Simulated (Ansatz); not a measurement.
Input and command of a plane-wave DFT calculation in Ansatz:

```yaml
crystal:
  lattice:
    - [-2.5092161122, 4.3460897935, -5.50949995]
    - [5.0184322244, 0.0, -5.50949995]
    - [-2.5092161122, -4.3460897935, -5.50949995]
  atoms:
    - { symbol: Si, position: [0.8731694993, 0.3967485837, 0.3967485837] }
    - { symbol: Si, position: [0.539836166, 0.0634152503, 0.0634152503] }
    - { symbol: Si, position: [0.2065028327, 0.730081917, 0.730081917] }
    - { symbol: Si, position: [0.5078596948, 0.5078596948, 0.9842806105] }
    - { symbol: Si, position: [0.1745263614, 0.1745263614, 0.6509472771] }
    - { symbol: Si, position: [0.8468815682, 0.8204951049, 0.32187392] }
    - { symbol: Si, position: [0.2856374726, 0.7620583882, 0.2856374726] }
    - { symbol: Si, position: [0.9528639856, 0.421075674, 0.9542995194] }
    - { symbol: Si, position: [0.6189708059, 0.0953917216, 0.6189708059] }
    - { symbol: O, position: [0.9301919044, 0.3445972123, 0.1862269175] }
    - { symbol: O, position: [0.5968585711, 0.0112638789, 0.8528935842] }
    - { symbol: O, position: [0.2825728607, 0.6727292089, 0.5064744956] }
    - { symbol: O, position: [0.7496908527, 0.492204893, 0.9000646205] }
    - { symbol: O, position: [0.4084491398, 0.1524141267, 0.5668194345] }
    - { symbol: O, position: [0.0751158064, 0.8190807933, 0.2334861011] }
    - { symbol: O, position: [0.7799771903, 0.6420566785, 0.3688200223] }
    - { symbol: O, position: [0.4557083234, 0.2973380287, 0.0413030156] }
    - { symbol: O, position: [0.12237499, 0.9640046953, 0.7079696822] }
    - { symbol: O, position: [0.4344384503, 0.592808745, 0.1784034372] }
    - { symbol: O, position: [0.1011051169, 0.2594754116, 0.8450701038] }
    - { symbol: O, position: [0.7653012534, 0.9134890314, 0.5192276308] }
    - { symbol: O, position: [0.7339589927, 0.9899940058, 0.1483643005] }
    - { symbol: O, position: [0.4006256594, 0.6566606725, 0.8150309672] }
    - { symbol: O, position: [0.0724623615, 0.332457915, 0.4766706981] }
    - { symbol: O, position: [0.3705865228, 0.956181215, 0.212216228] }
    - { symbol: O, position: [0.046941189, 0.6296569142, 0.8728472245] }
    - { symbol: O, position: [0.7039198561, 0.2895145483, 0.5455495614] }
    - { symbol: C, position: [0.9417806162, 0.6127204313, 0.6131125417] }
  host:
    lattice:
      - [5.0184322244, 0.0, 0.0]
      - [-2.5092161122, 4.3460897935, 0.0]
      - [0.0, 0.0, 5.50949995]
    atoms:
      - { symbol: Si, position: [0.0, 0.4764209157, 0.3333333333] }
      - { symbol: Si, position: [0.5235790843, 0.5235790843, 0.0] }
      - { symbol: Si, position: [0.4764209157, 0.0, 0.6666666667] }
      - { symbol: O, position: [0.1583702947, 0.7439649869, 0.5389839658] }
      - { symbol: O, position: [0.5855946922, 0.8416297053, 0.8723172991] }
      - { symbol: O, position: [0.2560350131, 0.4144053078, 0.2056506324] }
      - { symbol: O, position: [0.4144053078, 0.2560350131, 0.7943493676] }
      - { symbol: O, position: [0.8416297053, 0.5855946922, 0.1276827009] }
      - { symbol: O, position: [0.7439649869, 0.1583702947, 0.4610160342] }
basis:
  ecutwfc: 420
  xc_grid: 2
kpoints:
  mp_grid: { grid: [2, 2, 2], shift: [0.5, 0.5, 0.5] }
hamiltonian:
  xc: pbe
scf:
  occupations: { method: gaussian, width: 0.01 }
output:
  forces: true
  stress: false
  eigenvalues: true
  charged_corrections:
    defect_position: [0.94444444, 0.61111111, 0.61111111]
    epsilon: [[4.5616, 0.0, 0.0], [0.0, 4.5616, 0.0], [0.0, 0.0, 4.791]]
relax:
  adjacent_minimum: "off"
  f_tol: 0.025
  max_steps: 45
```

```bash
ansatz run input.yaml --threads 4 --pin off --max-ram 10240MiB --backend cpu --events-out ev --progress --plain --runs-dir out
```

Processor: Arm Neoverse V1, 4 threads, on a host shared with other jobs.

Estimate time, memory and problem size.

About 2.2 min on 4 threads of Arm Neoverse V1, on a shared host, peak memory 0.88 GiB. It solves 102 bands at 4 k points (the mesh reduced by symmetry) with about 7069 plane waves, in 152 SCF iterations over 21 ionic steps.
